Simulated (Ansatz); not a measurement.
SiSe$_{2}$ (fluorite or antifluorite type, Fm-3m) at seven volumes, PBE (plane waves, PAW; program Ansatz), scaled uniformly. One row is withheld.

```
V (Å³/atom)  P (GPa)
-----------  -------
19.601          6.62
20.247          4.02
20.894          1.85
21.540          0.00
22.186             ?
22.832         -2.91
23.478         -4.02
```

Question: Fit the shown pressures and predict the withheld one.

Answer: P = (3/2)B₀(x^(7/2) − x^(5/2))[1 + (3/4)(B′ − 4)(x − 1)] with x = (V₀/V)^(2/3). Least squares on the six rows gives V₀ = 21.538 Å³/atom, B₀ = 56.7 GPa, B′ = 4.52. At V = 22.186, x = 0.9804 and P = -1.57 GPa. The run itself gave -1.58 GPa.

The cell is a constructed one: a structure type filled with these elements; neither database checked (COD, Materials Project) lists it. COD files the formula under space group No. 72, so this cell is another polymorph or a model. Whether it is the stable phase at ambient conditions was not checked. The cell was relaxed with PBE under the symmetry of its start; its stability against distortions is not shown here.

Potentials: the later of the program's two PAW sets.
